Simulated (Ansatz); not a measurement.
System: HfO₂ (fluorite type), 3 atoms in the cell.

```
Hf O
1.0
     0.00000    2.53500    2.53500
     2.53500    0.00000    2.53500
     2.53500    2.53500    0.00000
Hf O
1 2
Direct
  0.00000 0.00000 0.00000
  0.25000 0.25000 0.25000
  0.75000 0.75000 0.75000
```

Code and potentials: Ansatz all-electron PAW datasets made for this crystal, 440 eV. Settings: k-mesh 6×6×6 Γ-centred; Fermi–Dirac smearing of 0.02 eV; no spin polarisation; no spin–orbit coupling. For HSE06: exchange singularity: regularized.

Plain PBE gives:

```
Pressure        : 4.15 GPa
Gap on the mesh : 3.78 eV
```

Q: What changes under HSE06 (490 eV)?

A: The pressure drops by 6.34 GPa to -2.19 GPa; the gap increases by 1.60 eV to 5.38 eV.

Q: What changes under r²SCAN?

A: The pressure goes down by 6.066 GPa to -1.913 GPa; the gap increases by 0.496 eV to 4.273 eV.

The stress includes the program's correction for the finite plane-wave basis.

This cubic structure is a model: it isn't the usual form of the substance at ambient conditions, and such phases are metastable or hypothetical. A gap read on the mesh is an upper bound of this method's gap, since the mesh can miss a band edge. Spin–orbit coupling is left out; with heavy elements it can shift the gap and split levels by tenths of an eV. Semilocal functionals give gaps that mostly lie well below measured ones.
